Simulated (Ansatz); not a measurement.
All numbers below come from DFT PBE, scalar-relativistic, plane waves, PAW (Ansatz). Plane waves to 420 eV, a 10×10×10 mesh through Γ for the 10-atom cell and 0.02 eV Gaussian smearing; no spin polarisation.

Formation energies are uncorrected and count from the elements' standard states at the same level.

Q: Give a relaxed trial structure of a tetragonal semiconductor that holds In and 2 more elements, with a gap near 0.7 eV, a formation energy near −0.37 eV/atom and a density near 4.42 g/cm³, in a cell of 10 atoms.

A: Al₃In₂As₅, space group I-4m2 (No. 119). Around Al on a site of symmetry 2mm lie 4 As at 2.49–2.51 Å; around Al on a site of symmetry -4m2 lie 4 As at 2.50 Å; In is surrounded by 4 As at 2.65 Å; As on a site of symmetry 2mm is surrounded by 2 Al at 2.49 Å and 2 In at 2.65 Å; 2 more sites not described.

```
Al In As
1.0
    -2.08533    2.08533   14.79195
     2.08533   -2.08533   14.79195
     2.08533    2.08533  -14.79195
Al In As
3 2 5
Direct
  0.79711 0.79711 0.00000
  0.00000 0.00000 0.00000
  0.20289 0.20289 0.00000
  0.39852 0.39852 0.00000
  0.60148 0.60148 0.00000
  0.34341 0.84341 0.50000
  0.95365 0.45365 0.50000
  0.54635 0.04635 0.50000
  0.15659 0.65659 0.50000
  0.75000 0.25000 0.50000
```

| Item | Value |
| --- | --- |
| Volume per atom | 25.73 Å³ |
| Density | 4.42 g/cm³ |
| Energy over the elements | −0.374 eV/atom |
| Gap on the 10×10×10 mesh of the 10-atom cell | 0.68 eV |

The structure comes from a generated guess, relaxed at this level; another structure or a mixture of phases may lie lower. Other answers may fit too; this one was computed.

Kohn–Sham gaps at this level usually fall short of measured ones. The reference form of As is held partly by dispersion forces, which this level lacks. A structure relaxed within its symmetry needn't be a true minimum.
